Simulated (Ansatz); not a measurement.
**BaPbO₃: strain energy, fitted**

BaPbO₃, Pm-3m, a = 4.282 Å. The structure is a Materials Project entry; whether it is the stable form wasn't checked. Ansatz: PBEsol, PAW, 420 eV, Γ-centred 8×8×8 mesh on 5 atoms, Gaussian smearing 0.10 eV; no spin polarisation. Series: strain along c alone, the other axes held, atoms fixed by symmetry; x is the strain in per cent. y is the free energy over the unstrained cell, V0 = 15.703 Å³/atom.

```
x (%) y (meV/atom)
 -3.0             ?
 -2.0          4.78
 -1.0          1.13
  0.0          0.00
  1.0          1.07
  2.0          4.17
  3.0          9.09
```

Fit y = c2 x² + c3 x³ to the other rows, turn c2 into a modulus, and predict the missing energy.

Least squares on the rows shown. y = 1.119 x² − 0.03668 x³. In eV per unit strain² c2 is 11.19; this is C33 with relaxed ions (E = ½ C33 V0 ε²): 2 × 11.19 × 160.2 / (15.703) = 228 GPa. At x = -3.0 the fit asked for gives 11.06 meV/atom. The run gave 11.21 meV/atom, so the fit is 0.15 meV/atom too low, 1.3 % of the span of the series, against an rms of 0.02 meV/atom on the fitted rows. The row lies outside the fitted range. With a term in x⁴ added, a fit to the same known rows predicts 11.16 meV/atom, so most of the miss is curvature that the known rows already hold.

Spin–orbit coupling is left out, which can shift energies with elements as heavy as these.

Symmetry holds off the tilts and polar distortions that many cubic perovskites undergo.